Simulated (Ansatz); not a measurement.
TiZn3, DFT, LDA, all-electron PAW with datasets made for the crystal, scalar-relativistic (Ansatz 0.2.0), run on 1 thread of Arm Neoverse V1 on a shared host.

The cell comes from COD entry 1527931, which wasn't checked; take it as a given geometry.

Command: `ansatz run input.yaml --threads 1 --pin off --max-ram 4096MiB --backend cpu --events-out ev --progress --plain --runs-dir out`

```yaml
crystal:
  lattice:
    - [3.9322, 0.0, 0.0]
    - [0.0, 3.9322, 0.0]
    - [0.0, 0.0, 3.9322]
  atoms:
    - { symbol: Ti, position: [0.0, 0.0, 0.0] }
    - { symbol: Zn, position: [0.0, 0.5, 0.5] }
    - { symbol: Zn, position: [0.5, 0.0, 0.5] }
    - { symbol: Zn, position: [0.5, 0.5, 0.0] }
kpoints:
  mp_grid: { grid: [9, 9, 9] }
  band_path:
    path:
      - [0.0, 0.0, 0.0]
      - [0.0, 0.5, 0.0]
      - [0.5, 0.5, 0.0]
      - [0.0, 0.0, 0.0]
      - [0.5, 0.5, 0.5]
      - [0.0, 0.5, 0.0]
      - [0.5, 0.5, 0.5]
      - [0.5, 0.5, 0.0]
    npoints: 8
scf:
  occupations: { method: fermi_dirac, width: 0.05 }
hamiltonian:
  xc: lda
  pseudopotentials: { kind: all_electron, datasets: crystal }
output:
  forces: true
  stress: true
  eigenvalues: true
  efg: { contact_densities: true }
```

How large is the problem that the program sets up?

35 irreducible k-points, 485 plane waves at Γ, 25 bands.

About how long does it take, and how much memory does it use?

24 s of wall time for 11 SCF iterations, with a peak of 0.54 GiB. Times on shared machines scatter by tens of per cent.

And the same cell and mesh by full-potential LAPW, asked for forces, stress, eigenvalues, populations, dos and the same band path, on the same hardware?

62 s, peak memory 0.44 GiB.

And the same cell and mesh by PAW (frozen-core files), asked for forces, stress, eigenvalues, efg, populations, bader, dos, write_density, write_potential, elf and the same band path, on the same hardware?

27 s, peak memory 0.41 GiB.
